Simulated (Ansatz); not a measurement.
**Ga: one input, then a changed one**

The cell comes from COD entry 9012485, which wasn't checked; take it as a given geometry.

First run: DFT, PBEsol, PAW with Ansatz's default frozen-core files, scalar-relativistic (Ansatz 0.2.0).

Command: `ansatz run input.yaml --threads 1 --pin off --max-ram 2048MiB --backend cpu --events-out ev --progress --plain --runs-dir out` The run took 77 s on 1 thread of Arm Neoverse V1, with other jobs on the host.

```yaml
crystal:
  lattice:
    - [1.45, -4.065, 0.0]
    - [1.45, 4.065, 0.0]
    - [0.0, 0.0, 3.17]
  atoms:
    - { symbol: Ga, position: [0.867, 0.133, 0.25] }
    - { symbol: Ga, position: [0.133, 0.867, 0.75] }
kpoints:
  mp_grid: { grid: [12, 12, 10] }
scf:
  occupations: { method: fermi_dirac, width: 0.05 }
hamiltonian:
  xc: pbesol
  pseudopotentials: { kind: paw }
output:
  forces: true
  stress: true
  efg: { contact_densities: true }
  write_density: true
  write_potential: true
  elf: true
  volumetric_format: npy
relax:
  f_tol: 0.005
  max_steps: 80
  cell: {}
```

Result: converged; relaxed volume 17.898 Å³/atom; 42 SCF iterations in all.

The input is then changed:

```diff
@@ -8,5 +8,5 @@
     - { symbol: Ga, position: [0.133, 0.867, 0.75] }
 kpoints:
-  mp_grid: { grid: [12, 12, 10] }
+  mp_grid: { grid: [6, 6, 5] }
 scf:
   occupations: { method: fermi_dirac, width: 0.05 }
@@ -18,8 +18,4 @@
   stress: true
   efg: { contact_densities: true }
-  write_density: true
-  write_potential: true
-  elf: true
-  volumetric_format: npy
 relax:
   f_tol: 0.005
```

Question: Predict the outcome of the changed run.

Answer: It converged; energy at zero smearing -2.3 meV/atom from the first run; relaxed volume 18.079 Å³/atom; 49 SCF iterations in all. Some of these settings are too coarse for converged properties.

The results part of its log:

```
basis re-selected at this cell: Δ(F+E_penalty+E_count) = -1.343e-6 eV, ΔP = -0.000 GPa vs the last step (what re-selecting the basis moved, of the pressure what is left beyond the Pulay correction that the steps carried, after the strain that the cell walked since its last selection, with what the two solves' SCF thresholds leave and, on support functions, any second-order correction that the steps lacked; it is no measure of the basis error at this ecutwfc). This SCF's stress stands 1.23e-2 GPa from its target on what of the cell is left free (relax.cell.stress_tol is 5.00e-2 GPa) and its largest allowed force component is 1.64e-4 eV/Å (relax.f_tol is 5.00e-3 eV/Å): within both
SCF converged after 4 iterations
Free energy (F): -7486.396191 eV
Harris-Foulkes:  -7486.396191 eV  (|F-HF|=2.73e-12)
Internal energy: -7486.392951 eV  (E = F + TS)
E sigma→0 (E₀):  -7486.394571 eV
Entropy (-TS):   -0.003240 eV (-1.620 meV/atom)
Fermi energy:    10.060280 eV
--- Per-component energies (eV) ---
  E_band       = -63.254355
  E_kinetic    = 231.030999
  E_local      = -3565.938141  (includes V_loc(G=0)·N_el)
  E_nonlocal   = 847.081681
  E_hartree    = 1677.135668
  E_xc         = -138.312118
  E_vxc        = -117.529904  (∫ρ·V_xc dr)
  E_paw        = -3892.912878  (= ΣΔE_a)
  E_vpaw       = -812.170167  (= ΣTr[D̂ρ^β])
  E_aug_tail   = -0.000238  (compensation charges beyond the density's cutoff)
  E_ewald      = -2646.203880
  E_core_change = 1.725956  (= ΣΔE_core)
  E_smearing   = -0.003240  (= −TS)
  E_closure    = 0.000000  (closes the sum)
  Σ components = -7486.396191   (vs F -7486.396191, Δ=0.00e0)
--- Forces (eV/Å), atoms counted from 1 ---
  atom   1  Ga     0.00000000    -0.00016440    -0.00000000
  atom   2  Ga    -0.00000000     0.00016440     0.00000000
  max |Σ_I F_I| component: 0.00e0 eV/Å
--- Stress (GPa, compression-positive) ---
       -0.004196       0.000000       0.000000
        0.000000       0.012259      -0.000000
        0.000000      -0.000000      -0.000979
  P = ⅓ Tr σ = 0.0024 GPa (0.024 kbar)
--- PAW observables at the nuclei: V_zz in 10²¹ V/m², potentials from the cell's mean, atoms counted from 1 ---
  atom   1  Ga V_zz =    +2.437797   η = 0.8587   by run symmetry: allowed
            electrostatic potential = -4133.480400 V   contact ρ = 187068.935091 e/Å³
  atom   2  Ga V_zz =    +2.437797   η = 0.8587   by run symmetry: allowed
            electrostatic potential = -4133.480400 V   contact ρ = 187068.935091 e/Å³
--- Relaxed structure (8 steps of the walk, 7 accepted, 2 SCFs on fresh bases) ---
  F+E_penalty+E_count = -7486.39619117 eV   max|allowed force component| = 1.644e-4 eV/Å   (the final SCF, on the basis selected at the relaxed cell)
  cell:  # Å, volume = 36.1573 Å³
    - [1.45918481518812, -3.810373319396001, 0.0]
    - [1.45918481518812, 3.810373319396001, 0.0]
    - [0.0, 0.0, 3.2515333654336516]
  atoms:
    - { symbol: Ga, position: [0.8620933472869886, 0.1379066527130114, 0.25000000000000006] }
    - { symbol: Ga, position: [0.1379066527130114, 0.8620933472869886, 0.7500000000000001] }
```
